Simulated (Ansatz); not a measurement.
## KLaSe2 (ordering on rocksalt) by several functionals

All numbers come from the PAW code Ansatz. Non-magnetic throughout. Whether this structure exists isn't addressed.

Structure: KLaSe2, ordered on the rocksalt lattice (I4_1/amd) with 8 atoms a cell, at its r2SCAN minimum. Around K lie 6 Se at 3.13–3.49 Å; around Se lie 3 La at 2.98–3.13 Å and 3 K at 3.13–3.49 Å; around La lie 6 Se at 2.98–3.13 Å.

Space group I4_1/amd:1 (No. 141). a = 6.237 Å, b = 6.237 Å, c = 12.941 Å, α = 90.00°, β = 90.00°, γ = 90.00°
```tsv
atom	site	symmetry	x	y	z
K	4a	-4m2	0.0000	0.5000	0.2500
Se	8e	2mm.	0.5000	0.0000	0.4803
La	4b	-4m2	0.5000	0.0000	0.2500
```

On this one geometry the levels give:
```tsv
level	k mesh	gap (eV)	kind	edges	least direct gap (eV)
PBE	6×6×6	2.00	direct	Γ	2.00
PBE+SOC	6×6×6	1.89	direct	Γ	1.89
r2SCAN	6×6×6	2.35	direct	Γ	2.35
HSE06	4×4×4	2.71	direct	Γ	2.71
PBE0	4×4×4	3.39	direct	Γ	3.39
```
PBE: smearing of 0.02 eV; the others have fixed occupations.
Wave cutoffs: 420 eV, 500 eV (r2SCAN).

The HSE06 gap is direct at Γ: 2.71 eV. Spin-orbit coupling changes the PBE gap by -0.11 eV, to 1.89 eV.

r2SCAN covers 50 % of the step from PBE to HSE06. Spin-orbit coupling moves the least or the direct gap by up to 0.11 eV, so it has to be included where a tenth of an eV counts. Among these functionals the gap stays direct.

Only the levels marked +SOC include spin-orbit coupling.
